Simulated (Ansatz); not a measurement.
Method: DFT PBE, scalar-relativistic, plane waves, PAW in Ansatz 0.2.0. Cutoff 420 eV, Γ-centred meshes of about 0.25 Å⁻¹ or finer for metals and 0.3 Å⁻¹ for insulators (2π included), Gaussian smearing. No spin polarisation.

These relaxed cells of Cu5Mo all derive from the fcc lattice, more or less distorted, and differ in how Cu and Mo are arranged on its sites.

Cell 1.

Space group P4/nmm:1 (No. 129). a = 2.607 Å, b = 2.607 Å, c = 22.317 Å, α = 90.00°, β = 90.00°, γ = 90.00°
| atom | site | symmetry | x | y | z |
| --- | --- | --- | --- | --- | --- |
| Cu | 2c | 4mm | 0.5000 | 0.0000 | 0.6983 |
| Cu | 2c | 4mm | 0.0000 | 0.5000 | 0.6190 |
| Cu | 2c | 4mm | 0.5000 | 0.0000 | 0.5397 |
| Cu | 2c | 4mm | 0.5000 | 0.0000 | 0.8576 |
| Cu | 2c | 4mm | 0.0000 | 0.5000 | 0.7776 |
| Mo | 2c | 4mm | 0.0000 | 0.5000 | 0.9478 |

Cell 2.

Space group P4/mmm (No. 123). a = 2.586 Å, b = 2.586 Å, c = 11.310 Å, α = 90.00°, β = 90.00°, γ = 90.00°
```tsv
atom	site	symmetry	x	y	z
Cu	2h	4mm	0.5000	0.5000	0.3416
Cu	2g	4mm	0.0000	0.0000	0.1813
Cu	1b	4/mmm	0.0000	0.0000	0.5000
Mo	1c	4/mmm	0.5000	0.5000	0.0000
```

Cell 3.

Space group P-3m1 (No. 164). a = 2.632 Å, b = 2.632 Å, c = 12.835 Å, α = 90.00°, β = 90.00°, γ = 120.00°
| atom | site | symmetry | x | y | z |
| --- | --- | --- | --- | --- | --- |
| Cu | 2d | 3m. | 0.6667 | 0.3333 | 0.8214 |
| Cu | 2d | 3m. | 0.3333 | 0.6667 | 0.6603 |
| Cu | 1b | -3m. | 0.0000 | 0.0000 | 0.5000 |
| Mo | 1a | -3m. | 0.0000 | 0.0000 | 0.0000 |

Cell 4.

Space group P-3m1 (No. 164). a = 2.643 Å, b = 2.643 Å, c = 25.504 Å, α = 90.00°, β = 90.00°, γ = 120.00°
| atom | site | symmetry | x | y | z |
| --- | --- | --- | --- | --- | --- |
| Cu | 2c | 3m. | 0.0000 | 0.0000 | 0.1387 |
| Cu | 2d | 3m. | 0.6667 | 0.3333 | 0.2194 |
| Cu | 2c | 3m. | 0.0000 | 0.0000 | 0.3798 |
| Cu | 2d | 3m. | 0.6667 | 0.3333 | 0.4599 |
| Cu | 2d | 3m. | 0.3333 | 0.6667 | 0.2997 |
| Mo | 2d | 3m. | 0.3333 | 0.6667 | 0.0491 |

Q: Which ordering is lowest in energy, and how far above it lie the others?

A: Cell 1 (P4/nmm) is lowest; cell 2 (P4/mmm) lies 18 meV/atom higher, cell 4 (P-3m1) lies 45 meV/atom higher and cell 3 (P-3m1) lies 65 meV/atom higher. Cell 1, 12.6 Å³/atom, no gap on its mesh: around Cu on its first site lie 12 Cu at 2.55–2.61 Å; Cu on its second site has 12 Cu at 2.55–2.61 Å; Cu on its third site is surrounded by 12 Cu at 2.56–2.61 Å; Mo is surrounded by 4 Mo at 2.61 Å, 4 Cu at 2.73 Å and 4 Mo at 2.97 Å; 2 more sites not described. Cell 2, 12.6 Å³/atom, no gap on its mesh: Cu on a site of symmetry 4mm is surrounded by 12 Cu at 2.56–2.59 Å; around Cu on a second site of symmetry 4mm lie 8 Cu at 2.58–2.59 Å and 4 Mo at 2.75 Å; Cu on a site of symmetry 4/mmm has 12 Cu at 2.56–2.59 Å; Mo is surrounded by 4 Mo at 2.59 Å and 8 Cu at 2.75 Å. Cell 4, 12.9 Å³/atom, no gap on its mesh: Cu on its first site has 9 Cu at 2.56–2.64 Å and 3 Mo at 2.75 Å; Cu on its second site is surrounded by 12 Cu at 2.55–2.64 Å; Cu on its third site has 12 Cu at 2.55–2.64 Å; around Mo lie 6 Mo at 2.64 Å, 3 Cu at 2.75 Å and 3 Mo at 2.93 Å; 2 more sites not described. Cell 3, 12.8 Å³/atom, no gap on its mesh: around Cu on a site of symmetry 3m lie 9 Cu at 2.57–2.63 Å and 3 Mo at 2.75 Å; Cu on a second site of symmetry 3m is surrounded by 12 Cu at 2.56–2.63 Å; around Cu on a site of symmetry -3m lie 12 Cu at 2.56–2.63 Å; Mo is surrounded by 6 Mo at 2.63 Å and 6 Cu at 2.75 Å.

For metals, differences of a few meV/atom aren't resolved. Trial moments fell under 0.15 μB along the way in P4/mmm and P-3m1; another start might hold them. With atoms moved at random, cell 1 came back. Cell 2, cell 3 and cell 4 had no clear such test and can be saddle points. Other orderings may lie lower. Some structure types and database cells were kept out of the candidates from the start, so a known form may be missing.
